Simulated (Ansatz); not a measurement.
With r²SCAN (plane waves, PAW; program Ansatz), InMo3C in the anti-perovskite structure (Pm-3m) relaxes to a = 4.198 Å. In has 12 nearest neighbours from 2.97 Å (cuboctahedral); C has 6 nearest neighbours from 2.10 Å (octahedral). Against the elements it lies at 168 meV/atom, with no fitted shifts.

Electronic character: metallic (no gap). Gap from r²SCAN with spin–orbit coupling: none (metallic).

The bulk modulus is 235 GPa. The relaxed-ion elastic constants in GPa are C11 = 439, C12 = 133, C44 = 76.7. The elastic constants imply a Debye temperature near 448 K. Bader charges are In -0.08, Mo +0.58, C -1.67 e.

The start of the workflow was typed in or built on a structure type; neither database checked (COD, Materials Project) lists it. Its standing as an ambient phase is unchecked. The r²SCAN relaxation kept the symmetry of its start; whether a distortion lowers the energy is not shown. No spin polarisation was allowed. Its formation energy is positive at this level, so the cell may be metastable or incomplete. As this level gives no gap, shear constants depend on the k-mesh and smearing (Fermi–Dirac, 0.1 eV here). The references are the lowest solids computed at this level, not always the standard phases. Spin–orbit coupling is left out wherever it is not named.

Potentials: the earlier of the program's two PAW sets. The files were generated under PBE; for other functionals the program regenerates the frozen cores, and for LDA and PBEsol the local potential too.
